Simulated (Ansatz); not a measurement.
SiNi2 (Pnma), relaxed and computed with several functionals in Ansatz (plane waves, PAW).

```tsv
functional	a (Å)	c (Å)	V (Å³/atom)	ΔH_f (eV/atom)
r²SCAN	4.946	7.002	10.66	-0.53
LDA	4.878	6.938	10.32	-0.65
PBE	5.028	7.071	11.05	-0.55
```

All cells were relaxed under the symmetry of their starts (and spin orders); stability against distortions was not tested throughout. Rows with no word on spin ran without spin polarisation.

Potentials: the later of the program's two PAW sets.

Ansatz (an electronic-structure program) is a plane-wave DFT program.

Formation energies count from the lowest solids of the elements computed at the same level, not from gases.
